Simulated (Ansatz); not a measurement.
Relaxing a structure of Li

The start is a generated trial cell of Li in the omega structure type. The structure is fully relaxed (lattice and positions, P = 0) with r2SCAN (plane waves to 500 eV, PAW, scalar-relativistic; Ansatz, an electronic-structure program). The first steps use a coarse 8×8×11 k-mesh.

Input geometry:
```yaml
crystal:
  lattice:
    - [4.93028, 0.00000, 0.00000]
    - [-2.46514, 4.26975, 0.00000]
    - [0.00000, 0.00000, 2.99867]
  atoms:
    - { symbol: Li, position: [0.00000, 0.00000, 0.00000] }
    - { symbol: Li, position: [0.33333, 0.66667, 0.50000] }
    - { symbol: Li, position: [0.66667, 0.33333, 0.50000] }
```

- Outcome = The space group stays P6/mmm (No. 191) (the run could not lower it), with 3 atoms in the primitive cell
- Energy released = under 0.01 eV/atom
- Band gap at the end = no gap (metallic)
- Optimiser moves = 4

It ends as:

```cif
data_Li3
_chemical_formula_sum 'Li3'
_space_group_name_H-M_alt 'P6/mmm'
_space_group_IT_number 191
_space_group_name_Hall '-P 6 2'
_cell_length_a 4.97915
_cell_length_b 4.97915
_cell_length_c 2.93440
_cell_angle_alpha 90.000
_cell_angle_beta 90.000
_cell_angle_gamma 120.000
loop_
_atom_site_label
_atom_site_type_symbol
_atom_site_symmetry_multiplicity
_atom_site_Wyckoff_symbol
_atom_site_fract_x
_atom_site_fract_y
_atom_site_fract_z
_atom_site_occupancy
Li1 Li 1 a 0.00000 0.00000 0.00000 1
Li2 Li 2 d 0.33333 0.66667 0.50000 1
```

Final values are on a 11×11×16 k-mesh of the relaxed cell. No spin polarisation in the result.

The run could not lower the symmetry of its start; a shaken copy of this end point relaxes with r2SCAN to I4/mmm (No. 139), 0.01 eV/atom lower.

The relaxed structure here is a generated cell of Li: the first start was made by placing the elements on the sites of a structure type, and the end was not matched to a known phase here, so it may be hypothetical. Known forms of Li include space group No. 229.
